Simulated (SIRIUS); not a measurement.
Set-up for a self-consistent single point of Ga2O3 (P1, 10 atoms in the cell; from Materials Project mp-886, changed as shown).

```
CELL_PARAMETERS angstrom
      6.14023    -1.52378     0.00000
      6.14023     1.52378     0.00000
     -1.38413     0.00000     5.65035
ATOMIC_POSITIONS crystal
  Ga 0.34116 0.34116 0.68527
  Ga 0.65884 0.65884 0.31473
  Ga 0.90953 0.90953 0.20521
  Ga 0.09047 0.09047 0.79479
  O  0.50353 0.50353 0.74334
  O  0.49647 0.49647 0.25666
  O  0.83976 0.81351 0.43677
  O  0.17337 0.17337 0.56323
  O  0.16450 0.16450 0.10915
  O  0.83550 0.83550 0.89085
```

All values come from this method and carry its errors: PBE, PseudoDojo 0.5 standard norm-conserving PBE (tails mended) pseudopotentials (plane waves; SIRIUS 7.12.0).

SIRIUS settings:

```
setting                                                                                                       value
--------------------------------------  ---------------------------------------------------------------------------
parameters.ngridk                                                                                             4 4 2
parameters.xc_functionals                                                              [XC_GGA_X_PBE, XC_GGA_C_PBE]
parameters.gk_cutoff                                                                                   9.165 1/bohr
parameters.pw_cutoff                                                                                  18.331 1/bohr
parameters.smearing                                                                                        gaussian
parameters.smearing_width                                                                             0.00183747 Ha
potentials                              PseudoDojo 0.5 standard norm-conserving PBE (tails mended) pseudopotentials
parameters.electronic_structure_method                                                              pseudopotential
parameters.num_bands                                                                                             53
parameters.num_mag_dims                                                                                           0
parameters.num_dft_iter                                                                                         100
parameters.energy_tol                                                                                      1e-07 Ha
parameters.density_tol                                                                                        1e-06
mixer.type                                                                                                 broyden2
mixer.beta                                                                                                      0.3
mixer.use_hartree                                                                                              true
```

Results:

Number of valence electrons: 88
Number of bands: 53
Number of k-points after the program's reduction: 20
Number of plane waves (most at a k-point): 9320
Number of SCF iterations: 18
FFT grid: 72 × 72 × 72
Free energy E − TS: -11028.8630 eV
Gap on the k-point mesh: 2.33 eV
Pressure: 6.42 GPa
Largest force (vector length): 0.244 eV/Å

Forces (eV/Å):
| atom | Fx | Fy | Fz |
|---|---|---|---|
| Ga1 | 0.016 | -0.076 | 0.049 |
| Ga2 | -0.016 | -0.018 | -0.034 |
| Ga3 | 0.009 | -0.019 | -0.012 |
| Ga4 | -0.012 | -0.004 | 0.016 |
| O5 | 0.000 | -0.032 | -0.009 |
| O6 | 0.002 | -0.030 | 0.010 |
| O7 | 0.005 | 0.244 | -0.017 |
| O8 | -0.003 | -0.054 | -0.002 |
| O9 | 0.130 | -0.036 | 0.000 |
| O10 | -0.131 | 0.024 | -0.001 |

Stress (GPa, positive for compression):
```
 6.11   0.11   0.02
 0.11   6.75  -0.01
 0.02  -0.01   6.40
```

Gaps are taken between levels on the mesh.

For comparison: a first run was changed to give this one (atom 7 moved by -0.04 angstrom along y), and from it to this one the free energy is nearly the same (within 1 meV/atom), the pressure hardly changes (6.40 to 6.42 GPa), the largest force goes from 0.131 to 0.244 eV/Å and the gap on the mesh moves little (2.336 to 2.335 eV).

The structure comes from a collection of computed structures, made at another level of theory; the collection holds predicted forms beside known ones.

Cost on one core: around 9 core-minutes (rough).

“Tails mended”: in these copies of the files the far tail of each local potential was reset to the Coulomb form.
